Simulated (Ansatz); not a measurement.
Sb2W in space group Cmc2_1 (No. 36; W on 4a, Sb on 4a, Sb on 4a), PBEsol in the plane-wave PAW code Ansatz, all energies at zero smearing, with the estimated change up to a 700 eV cutoff added, with one set of potentials and settings (totals compare only within such a set). Cell of 6 atoms (2 W, 4 Sb): -46143.619 eV.

| element | reference phase | E (eV/atom) |
|---|---|---|
| W | Im-3m, 1 atoms in the cell | -10256.5620 |
| Sb | R-3m, 2 atoms in the cell | -6408.0873 |

Formation energy per atom, worked out: (-46143.619 − 2×(-10256.5620) − 4×(-6408.0873))/6 = 0.309 eV/atom (30 kJ per mol of atoms), at 0 K, without zero-point energy or fitted corrections.

The start of the workflow was typed in or built on a structure type; neither database checked (COD, Materials Project) lists it. Its standing as an ambient phase is unchecked. The PBEsol relaxation kept the symmetry of its start; whether a distortion lowers the energy is not shown. The run is not spin-polarised. The volume moved by -21 % from the start of the relaxation. Its formation energy is positive at this level, so the cell may be metastable or incomplete. The references are the lowest solids computed at this level, not always the standard phases. Scalar-relativistic: spin–orbit coupling is off unless named, which matters more the heavier the elements.

Potentials: the later of the program's two PAW sets.
